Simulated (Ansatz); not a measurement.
The relaxed structure here is a generated cell of As: the first start was made by placing the elements on the sites of a structure type, and the end was not matched to a known phase here, so it may be hypothetical. Known forms of As include space group No. 166.

One starting cell of As (a generated trial cell of As in the diamond structure type) was relaxed twice with Ansatz (plane waves, PAW, scalar-relativistic): with r2SCAN at 500 eV and with PBE at 420 eV. The r2SCAN result:

```yaml
crystal:
  lattice:
    - [0.00000, 3.02708, 3.02708]
    - [3.02708, 0.00000, 3.02708]
    - [3.02708, 3.02708, 0.00000]
  atoms:
    - { symbol: As, position: [0.25000, 0.25000, 0.25000] }
    - { symbol: As, position: [0.00000, 0.00000, 0.00000] }
```

```csv
quantity,r2SCAN,PBE
space group,Fd-3m,Fd-3m
volume (Å³/atom),27.74,28.48
a (Å),6.054,6.108
"gap (eV, no spin-orbit coupling)",0.00,0.00
```

Both levels end in the same structure; PBE's volume is 2.7 % larger. Neither column is exact.

No spin polarisation in the result.

The run could not lower the symmetry of its start; a shaken copy of this end point relaxes with r2SCAN to R-3m (No. 166), 0.42 eV/atom lower.

Ansatz is a first-principles code.
